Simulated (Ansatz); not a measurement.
Nb3Au (A15, Cr3Si type)

Space group Pm-3n (No. 223); a = b = c = 5.2161 Å, α = β = γ = 90.00°

```csv
atom,site,symmetry,x,y,z
Nb,6c,-4m.2,0.0000,0.5000,0.2500
Au,2a,m-3.,0.0000,0.0000,0.0000
```

The volume is varied about the relaxed value V₀ at fixed cell shape. Symmetry pins the atoms to their sites.

Method: r2SCAN (plane waves to 500 eV, PAW, scalar-relativistic; Ansatz, an electronic-structure program). k mesh 9×9×9 (Γ-centred), Fermi-Dirac smearing 0.05 eV. E stands for the smeared free energy. Compression counts positive. Nb3Au is run without spin polarisation. Nb3Au was relaxed with its symmetry unable to fall. Spin-orbit coupling is left out, though Au is heavy. The zero of ΔE is the relaxed starting cell.

The scan covers V/V₀ from 0.840 to 1.160 in 13 points.

Problem. What is the fitted pressure derivative B₀′?

Solution. 4.3.

Problem. What bulk modulus B₀ follows from a third-order Birch-Murnaghan fit?

Solution. 192 GPa.

(Under strain, the slope of the energy per volume gives the stress and its curvature an elastic modulus.)
